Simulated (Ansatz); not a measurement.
A geometry of Te away from equilibrium: step 2 of the relaxation of a relaxed Te cell shaken by Gaussian noise of σ = 0.08 Å a coordinate. The numbers are results of PBE (plane waves to 420 eV, PAW, scalar-relativistic; Ansatz, a quantum-chemistry and plane-wave program), not measurements. Γ-centred k-mesh 3×3×3 on the run's cell (coarser than for final values), Fermi–Dirac smearing 0.05 eV.

```xyz
8
Lattice="7.4677 0.0030 -0.0081 0.0030 7.4877 0.0049 -0.0081 0.0049 7.4740" Properties=species:S:1:pos:R:3:forces:R:3 pbc="T T T" free_energy=-55837.012 pressure_GPa=-0.4
Te     5.3137     5.4087     5.5192    0.0258    0.1553    0.1301
Te     1.5967     5.8045     1.8660   -0.7611    0.4430    0.4899
Te     2.2256     1.7043     5.6558    0.0935    0.0549   -0.1483
Te     5.6388     2.1523     1.8492    0.1399   -0.2167    0.1988
Te     3.8076     3.9093     3.9179   -0.2485   -0.0828    0.0993
Te    -0.0229     7.3439     3.5533    0.4347   -0.5204   -0.7451
Te     3.7946     0.2426     7.2247    0.1310   -0.0837   -0.1055
Te     7.2027     3.5911     0.2636    0.1847    0.2504    0.0809
```

Positions in Å, forces in eV/Å, free energy of the cell in eV (comparable only within this code, potentials and settings). Largest force: 1.01 eV/Å, on Te2, Te6 (atoms numbered as listed); the geometry lies 0.25 eV/atom above the end of its relaxation.

No spin polarisation in the result. No dispersion correction is included, so spacings between layers, chains or molecules are soft and tend to come out too large.

The end of the path is a generated cell of Te: the first start was made by placing the elements on the sites of a structure type, and the end was not matched to a known phase here, so it may be hypothetical. Known forms of Te include space group No. 152.
